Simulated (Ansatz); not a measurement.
B2CO (chalcopyrite, space group No. 122), plane-wave PAW PBE (Ansatz code). The conduction-band minimum lies on the Γ–M line, 85 % of the way from Γ, with 2 equivalent valleys. Second derivatives d²E/dk² of the lowest band at one valley (eV·Å²), along Cartesian directions:

```csv
direction,d²E/dk²
[100],16.99
[010],16.99
[001],16.48
[110],16.99
[101],16.73
[011],16.73
```

Task: Find the principal effective masses, the density-of-states mass and the conductivity mass.

Result: Off-diagonal terms follow from H_xy = H[110] − (H_xx + H_yy)/2, and m*/mₑ = 7.620 eV·Å² over each eigenvalue: 0.45, 0.45, 0.46. One valley's DOS mass (m₁m₂m₃)^(1/3) = 0.45, conductivity mass 3/(Σ 1/mᵢ) = 0.45 mₑ.

Task: What effective density of states Nc follows at 300 K for parabolic valleys?

Result: Nc = 2.509e19 × 2 × (0.45)^(3/2) ≈ 1.5e19 cm⁻³.

Space group I-42d (chalcopyrite). The start of the workflow was typed in or built on a structure type; neither database checked (COD, Materials Project) lists it. Whether it is the stable phase at ambient conditions was not checked. The cell was relaxed with PBE under the symmetry of its start; whether a distortion lowers the energy is not shown.

Potentials: the earlier of the program's two PAW sets.

Edges and masses are those of Kohn–Sham bands, whose gap is no quasiparticle gap.
